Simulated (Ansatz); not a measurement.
Frames from the relaxation of a relaxed Te cell, doubled along one cell vector, shaken by Gaussian noise of σ = 0.08 Å a coordinate, as extended XYZ (Å, eV, eV/Å, GPa with compression positive). All values below come from r2SCAN (plane waves to 500 eV, PAW, scalar-relativistic; Ansatz, a program for electronic structure). Γ-centred k-mesh 6×3×4 on the run's cell (coarser than for final values), Fermi–Dirac smearing 0.05 eV.

```xyz
6
Lattice="4.6268 0.0000 0.0000 -4.6268 8.0139 0.0000 0.0000 0.0000 5.9020" Properties=species:S:1:pos:R:3:forces:R:3 pbc="T T T" step=1 free_energy=-41968.660 pressure=1.7 accepted=T
Te     1.1432    -0.0182     1.8662    0.2926    0.2933    0.7542
Te    -1.2679     4.0873     2.0524    0.5445   -0.4630   -0.9143
Te    -0.7188     0.9084     3.9759    0.3069    0.8320   -0.9379
Te    -2.9639     5.0312     3.8983   -0.3762    0.1914    0.5010
Te     1.7728     2.9672    -0.0726   -0.2313    0.1615    0.3881
Te    -0.5354     7.0646    -0.0332   -0.5364   -1.0151    0.2089
6
Lattice="4.6562 0.0099 0.0110 -4.6391 8.0591 -0.0190 0.0140 -0.0059 5.9357" Properties=species:S:1:pos:R:3:forces:R:3 pbc="T T T" step=2 free_energy=-41968.904 pressure=-0.9 accepted=T
Te     1.1590    -0.0025     1.9676   -0.2272    0.0535    0.0249
Te    -1.1699     4.0217     1.9104   -0.1297   -0.0228    0.1642
Te    -0.6295     1.0615     3.9462    0.1133   -0.2635   -0.0145
Te    -2.9333     5.0000     3.9163    0.0116    0.0108    0.0367
Te     1.6589     3.0142     0.0122    0.1572    0.0210   -0.1952
Te    -0.6011     7.0662    -0.0251    0.0748    0.2010   -0.0160
6
Lattice="4.6045 0.0031 -0.0040 -4.5991 7.9879 0.0054 -0.0051 0.0011 5.8345" Properties=species:S:1:pos:R:3:forces:R:3 pbc="T T T" step=3 free_energy=-41968.925 pressure=0.5 accepted=T
Te     1.1432     0.0058     1.9243    0.0242    0.0084    0.0148
Te    -1.1704     3.9818     1.9352    0.0045    0.0319   -0.0386
Te    -0.6350     1.0284     3.8684   -0.0071    0.0271   -0.0011
Te    -2.9409     5.0234     3.8775    0.0156   -0.0300   -0.0212
Te     1.6739     2.9635    -0.0324   -0.0231    0.0232    0.0609
Te    -0.6249     6.9810    -0.0139   -0.0142   -0.0607   -0.0148
```

The path has 6 moves and ends in P3₁21 (No. 152) (AFLOW prototype A_hP3_152_a (A8, as in Se)), 0.05 eV/atom below its start. Free energies are of the whole cell and compare only within this code, potentials and settings.  No spin polarisation in the result. No dispersion correction is included, so spacings between layers, chains or molecules are soft and tend to come out too large.
